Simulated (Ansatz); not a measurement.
GaP:
```xyz
2
Lattice="3.1940 0.0000 0.0000 0.0000 3.1940 0.0000 0.0000 0.0000 3.1940" Properties=species:S:1:pos:R:3 pbc="T T T"
Ga     0.0000     0.0000     0.0000
P      1.5970     1.5970     1.5970
```

Relaxed with r²SCAN. Special points in fractions of this cell's reciprocal vectors: Γ (0.000, 0.000, 0.000); X (0.000, 0.500, 0.000); M (0.500, 0.500, 0.000); R (0.500, 0.500, 0.500).

Task: List the band energies nearest the Fermi level at these points for the program Ansatz at the r²SCAN level (PAW).

Result: In eV from the Fermi level; about four levels below and three above (degenerate sets whole), none deeper than 8.9 eV; … stands for higher levels left out; points with the same levels are listed once.

```csv
k,below,above
Γ,-0.89 -0.89 -0.89 -0.67,4.74 4.74 …
X,–,1.25 1.25 4.01
M,-6.00 -6.00 -4.83,2.18 8.30 8.30
R,-1.35 -0.73 -0.73 -0.73,…
```

Space group Pm-3m (CsCl type). The cell is a constructed one: a structure type filled with these elements; neither database checked (COD, Materials Project) lists it. It is not the phase usual at ambient conditions (space group No. 216). Symmetry was held in the r²SCAN relaxation. At this level the phase is mechanically unstable. Scalar-relativistic: spin–orbit coupling is off unless named, which matters more the heavier the elements.

Potentials: the earlier of the program's two PAW sets.
